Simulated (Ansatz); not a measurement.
Input file for Ansatz (an electronic-structure program):

Ansatz 0.2 input:
```yaml
crystal:
  lattice:
    - [2.8986298007, 0.0, 0.0]
    - [-1.4493149004, 2.5102870436, 0.0]
    - [0.0, 0.0, 2.8274658667]
  atoms:
    - { symbol: W, position: [0.0, 0.0, 0.0] }
    - { symbol: C, position: [0.6666666667, 0.3333333333, 0.5] }
kpoints:
  mp_grid: { grid: [12, 12, 11] }
  band_path:
    path:
      - [[0.0, 0.0, 0.0], [0.5, 0.0, 0.0], [0.3333333333, 0.3333333333, 0.0], [0.0, 0.0, 0.0], [0.0, 0.0, 0.5], [0.5, 0.0, 0.5], [0.3333333333, 0.3333333333, 0.5], [0.0, 0.0, 0.5]]  # Γ-M-K-Γ-A-L-H-A
      - [[0.5, 0.0, 0.5], [0.5, 0.0, 0.0]]  # L-M
      - [[0.3333333333, 0.3333333333, 0.5], [0.3333333333, 0.3333333333, 0.0]]  # H-K
    npoints: 8
basis: { xc_grid: 2 }
hamiltonian:
  xc: pbesol
  pseudopotentials: { azcp: { folder: ./paw }, kind: paw_fr }
magnetization: { noncollinear: true, spin_orbit: true }
scf:
  n_extra_bands: 12
  convergence: { dr2_threshold: 0.0000000001 }
  occupations: { method: gaussian, width: 0.05 }
output: { eigenvalues: true }
```

Output (shortened):

```
Pseudopotential: W, paw, valence charge 14
Pseudopotential: C, paw, valence charge 4
Functional definition: PBEsol
non-collinear run that drives no moment, with spin-orbit …
Crystal: 2 atoms, lattice volume = 20.574 Å³
Basis set: ecut = 420 eV, 405 PW (Γ), exchange–correlation on 40×40×40 points (8 copies of the dense FFT grid, shifted against one another)
Bands: 30, of which v1, the nominal top of the filled ones, is band 18 counted from 1 (17 counted from 0)
Symmetry: 12 space group operations + 12 with time reversal
k-points: 114 of 1584 (time reversal used)
Projection manifold: j_resolved (fully-relativistic pseudo-atomic orbitals)
SCF iter   1: F=—  HF=-10530.138075 eV  |F-HF|=—  |Δ(HF+E_count)|=         —  Δρ=1.31e-1  dr2=4.80e0  dr2_m=0.00e0 (ungated)  ethr=3.10e-3  |M|=0.00e0 ∫|m|=0.00e0 μB  |m|>n=0.0e0 m-floor=0.0e0 τ_xc=0.0e0  β_m=0.30  ⟨swp⟩=5.6  Hψ=16715  notcnv=0  defer=108
preconditioner: auto → none
SCF iter   2: F=—  HF=-10529.290932 eV  |F-HF|=—  |Δ(HF+E_count)|=   8.47e-1  Δρ=7.43e-2  dr2=1.51e0  dr2_m=0.00e0 (ungated)  ethr=3.10e-3  |M|=0.00e0 ∫|m|=0.00e0 μB  |m|>n=0.0e0 m-floor=0.0e0 τ_xc=0.0e0  β_m=0.48  ⟨swp⟩=2.6  Hψ=5881  notcnv=0  defer=520
SCF iter   3: F=—  HF=-10528.901474 eV  |F-HF|=—  |Δ(HF+E_count)|=   3.89e-1  Δρ=1.30e-2  dr2=1.47e-2  dr2_m=0.00e0 (ungated)  ethr=3.10e-3  |M|=0.00e0 ∫|m|=0.00e0 μB  |m|>n=0.0e0 m-floor=0.0e0 τ_xc=0.0e0  β_m=0.63  ⟨swp⟩=2.2  Hψ=4970  notcnv=0  defer=520
SCF iter   4: F=—  HF=-10528.900443 eV  |F-HF|=—  |Δ(HF+E_count)|=   1.03e-3  Δρ=3.32e-3  dr2=1.92e-3  dr2_m=0.00e0 (ungated)  ethr=8.18e-5  |M|=0.00e0 ∫|m|=0.00e0 μB  |m|>n=0.0e0 m-floor=0.0e0 τ_xc=0.0e0  β_m=0.65  ⟨swp⟩=2.4  Hψ=5551  notcnv=0  defer=520
SCF iter   5: F=—  HF=-10528.900066 eV  |F-HF|=—  |Δ(HF+E_count)|=   3.77e-4  Δρ=2.50e-4  dr2=7.92e-6  dr2_m=0.00e0 (ungated)  ethr=1.07e-5  |M|=0.00e0 ∫|m|=0.00e0 μB  |m|>n=0.0e0 m-floor=0.0e0 τ_xc=0.0e0  β_m=0.72  ⟨swp⟩=2.5  Hψ=4144  notcnv=0  defer=520
SCF iter   6: F=—  HF=-10528.900067 eV  |F-HF|=—  |Δ(HF+E_count)|=   3.74e-7  Δρ=2.99e-5  dr2=5.21e-8  dr2_m=0.00e0 (ungated)  ethr=4.40e-8  |M|=0.00e0 ∫|m|=0.00e0 μB  |m|>n=0.0e0 m-floor=0.0e0 τ_xc=0.0e0  β_m=0.82  ⟨swp⟩=2.4  Hψ=4719  notcnv=0  defer=520
SCF iter   7: F=—  HF=-10528.900065 eV  |F-HF|=—  |Δ(HF+E_count)|=   1.11e-6  Δρ=5.46e-6  dr2=5.78e-9  dr2_m=0.00e0 (ungated)  ethr=2.90e-10  |M|=0.00e0 ∫|m|=0.00e0 μB  |m|>n=0.0e0 m-floor=0.0e0 τ_xc=0.0e0  β_m=0.80  ⟨swp⟩=2.1  Hψ=4496  notcnv=0  defer=520
SCF iter   8: F=-10528.900065 eV  HF=-10528.900065 eV  |F-HF|=5.46e-12  |Δ(HF+E_count)|=   1.60e-9  Δρ=5.50e-7  dr2=1.63e-11  dr2_m=0.00e0 (ungated)  ethr=1.00e-12  |M|=0.00e0 ∫|m|=0.00e0 μB  |m|>n=0.0e0 m-floor=0.0e0 τ_xc=0.0e0  ⟨swp⟩=7.7  Hψ=13989  notcnv=0
SCF 1 converged in 8 iterations: F = -10528.900065 eV  dr2 = 1.63e-11
NSCF: frozen V_eff on 75 k-points
SCF converged after 8 iterations
Magnetization: |M| = 0.0000 μB,  M = (+0.0000, +0.0000, +0.0000) μB
Absolute magnetization: 0.0000 μB (∫|m|)
  site 0: m = (+0.0000, +0.0000, +0.0000) μB, |m| = 0.0000 μB  (R = 0.90 Å)
  site 1: m = (+0.0000, +0.0000, +0.0000) μB, |m| = 0.0000 μB  (R = 0.90 Å)
Free energy (F): -10528.900065 eV
Harris-Foulkes:  -10528.900065 eV  (|F-HF|=5.46e-12)
Internal energy: -10528.899899 eV  (E = F + TS)
E sigma→0 (E₀):  -10528.899982 eV
Entropy (-TS):   -0.000167 eV (-0.083 meV/atom)
Fermi energy:    20.533300 eV
--- Per-component energies (eV) ---
  E_band       = -62.718070
  E_kinetic    = 509.128607
  E_local      = -597.684283  (includes V_loc(G=0)·N_el)
  E_nonlocal   = -3.458346
  E_hartree    = 245.426799
  E_xc         = -313.777599
  E_vxc        = -290.466408  (∫ρ·V_xc dr)
  E_paw        = -8567.353119  (= ΣΔE_a)
  E_vpaw       = -171.091332  (= ΣTr[D̂ρ^β])
  E_aug_tail   = 0.000164  (compensation charges beyond the density's cutoff)
  E_ewald      = -1801.430182
  E_core_change = 0.248062  (= ΣΔE_core)
  E_smearing   = -0.000167  (= −TS)
  E_closure    = 0.000000  (closes the sum)
  Σ components = -10528.900065   (vs F -10528.900065, Δ=0.00e0)
  [band-id]    e_kinetic+e_local+e_nonlocal+2·e_hartree+e_vxc+e_vpaw+e_augmentation_tail = -62.718001   (vs E_band -62.718070, Δ=6.84e-5)
--- Band table (eV; the first three rows and the last of 114) ---
  k-point 0: bands = ["-53.2154", "-53.2154", "-24.4534", "-24.4534", "-14.5678", "-14.5678", "-14.4757", "-14.4757", "6.0095", "6.0095", "16.1188", "16.1188", "16.9703", "16.9703", "17.2773", "17.2773", "20.5872", "20.5872", "23.5988", "23.5988", "23.9929", …
  k-point 1: bands = ["-53.2119", "-53.2119", "-24.4637", "-24.4637", "-14.6205", "-14.6205", "-14.4687", "-14.4687", "6.2158", "6.2158", "16.0185", "16.0185", "17.0329", "17.0961", "17.3680", "17.3680", "20.5624", "20.5624", "22.9862", "22.9862", "23.0694", …
  k-point 2: bands = ["-53.2027", "-53.2027", "-24.4917", "-24.4917", "-14.7580", "-14.7580", "-14.4497", "-14.4497", "6.8037", "6.8037", "15.5418", "15.5418", "17.2651", "17.4039", "17.6210", "17.6210", "20.7926", "20.7926", "21.7911", "21.9285", "21.9285", …
  k-point 113: bands = ["-53.1046", "-53.1046", "-24.7672", "-24.7505", "-15.2374", "-15.2120", "-15.1202", "-15.0444", "9.5347", "9.5923", "13.1768", "13.2784", "14.8016", "15.2777", "18.5606", "18.7981", "19.8013", "19.9832", "24.8190", "24.8893", …
```

Cost: around 17 core-seconds (rough) on shared cores.

Space group P-6m2. The PBEsol relaxation kept the symmetry of its start; of distortions, only those at the zone centre were tested. The run is not spin-polarised.

Potentials: the earlier of the program's two PAW sets.

Ansatz is a plane-wave DFT program.
